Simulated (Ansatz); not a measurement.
**Rh: energy along a strain**

Rh, Fm-3m, a = 3.803 Å (as given, not relaxed at this level: -0.6 GPa). Ansatz: r2SCAN, PAW, 500 eV, Γ-centred 22×22×22 mesh on 1 atom, Gaussian smearing 0.15 eV; no spin polarisation. Cell vectors (Å): 0.000 1.902 1.902; 1.902 0.000 1.902; 1.902 1.902 0.000. The cell is strained by x per cent times the pattern (0 0 1 0 0 0) in the order xx yy zz yz xz xy (engineering shears), with fractional coordinates held. y is the free energy over the start, V0 = 13.752 Å³/atom.

```
x (%) y (meV/atom)
-2.00             ?
-1.50          3.59
-1.00          1.39
-0.50          0.21
 0.00          0.00
 0.50          0.74
 1.00          2.39
 1.50          4.93
 1.75          6.53
 2.00          8.33
```

Q: Fit y = c1 x + c2 x² + c3 x³ to the other rows, get the stiffness along the pattern, and predict the missing energy.

A: Least squares on the rows shown. y = 0.5392 x + 1.894 x² − 0.04031 x³. The clamped-ion stiffness p·C·p = 2 × 18.94 eV × 160.2 / 13.752 Å³ = 441 GPa, which is C33 in these axes (C11 of the cubic crystal) (second derivative at the start, which stands under stress). At x = -2.00 the fit asked for gives 6.82 meV/atom. The run gave 6.82 meV/atom, the same to the digits shown.